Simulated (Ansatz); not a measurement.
AlBO₃:
```xyz
10
Lattice="2.2323 1.2888 4.5838 -2.2323 1.2888 4.5838 0.0000 -2.5777 4.5838" Properties=species:S:1:pos:R:3 pbc="T T T"
Al     0.0000     0.0000     6.8757
Al     0.0000     0.0000     0.0000
B      0.0000     0.0000    10.3136
B      0.0000     0.0000     3.4379
O      0.6887     1.3848     5.7298
O     -0.6887    -1.3848     8.0217
O     -1.5437    -0.0960     5.7298
O      1.5437     0.0960     8.0217
O      0.8550    -1.2888     5.7298
O     -0.8550     1.2888     8.0217
```

Relaxed with r²SCAN.

Q: Give the optical modes at the zone centre with their infrared and Raman activity from DFPT, DFT-r²SCAN in the program Ansatz with PAW potentials.

A: Transverse frequencies, without the LO–TO term; a row sums one degenerate level.

```tsv
ω (cm⁻¹)	degeneracy	IR ((D/Å)²/amu)	Raman (Å⁴/amu)	activity	symmetry
322	2	0.00	0.15	Raman	Eg
342	2	5.62	0	IR	Eu
367	1	19.00	0	IR	A2u
404	2	0.20	0	IR	Eu
447	2	0.00	0.17	Raman	Eg
450	1	0.00	0	silent	A2g
474	2	56.32	0	IR	Eu
503	1	1.71	0	IR	A2u
503	1	0.00	0	silent	A1u
542	1	0.00	0	silent	A2g
693	2	0.00	1.6	Raman	Eg
702	1	22.53	0	IR	A2u
724	2	6.81	0	IR	Eu
765	1	0.00	0	silent	A2g
936	1	0.00	21	Raman	A1g
961	1	0.00	0	silent	A1u
1259	2	101.77	0	IR	Eu
1266	2	0.00	0.41	Raman	Eg
```

Q: How high does the top mode go among those that the LO–TO term moves?

A: 1452 cm⁻¹ for q along x, 1452 cm⁻¹ for q along y, 892 cm⁻¹ for q along z.

Space group R-3c. The workflow started from a Materials Project entry (that database holds measured and hypothetical structures alike); the Crystallography Open Database files this formula in space group No. 167, but the cells were not matched. Its standing as an ambient phase is unchecked. Symmetry was held in the r²SCAN relaxation; whether a distortion lowers the energy is not shown.

Potentials: the later of the program's two PAW sets.
